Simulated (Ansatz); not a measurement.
TaTe:
```
TaTe
1.0
    3.40459     0.00000     0.00000
    0.00000     3.40459     0.00000
    0.00000     0.00000     3.40459
Ta Te
1 1
Direct
  0.00000   0.00000   0.00000
  0.50000   0.50000   0.50000
```

Relaxed with r²SCAN. Special points in fractions of this cell's reciprocal vectors: Γ (0.000, 0.000, 0.000); X (0.000, 0.500, 0.000); M (0.500, 0.500, 0.000); R (0.500, 0.500, 0.500).

### Question
List the band energies nearest the Fermi level at these points for r²SCAN (plane waves, PAW; program Ansatz).

### Answer
In eV from the Fermi level; about four levels below and three above (degenerate sets whole), none deeper than 8.9 eV; points with the same levels are listed once.

| k | below | above |
|---|---|---|
| Γ | -3.16 -3.16 -1.73 -1.73 -1.73 | 1.48 1.48 1.48 |
| X | -3.24 -3.24 -2.31 | 1.68 2.77 4.61 |
| M | -6.44 -6.44 -3.72 -0.30 -0.30 | 0.36 1.68 3.18 |
| R | -7.22 -7.22 -7.22 | 1.37 1.37 1.37 |

Space group Pm-3m (CsCl type). The start of the workflow was typed in or built on a structure type; neither database checked (COD, Materials Project) lists it. Its standing as an ambient phase is unchecked. The r²SCAN relaxation kept the symmetry of its start; whether a distortion lowers the energy is not shown. No spin polarisation was allowed. Its formation energy is positive at this level, so the cell may be metastable or incomplete. With an odd number of electrons in the cell and no spin polarisation, the count alone makes it a metal. Scalar-relativistic: spin–orbit coupling is off unless named, which matters more the heavier the elements.

Potentials: the earlier of the program's two PAW sets.
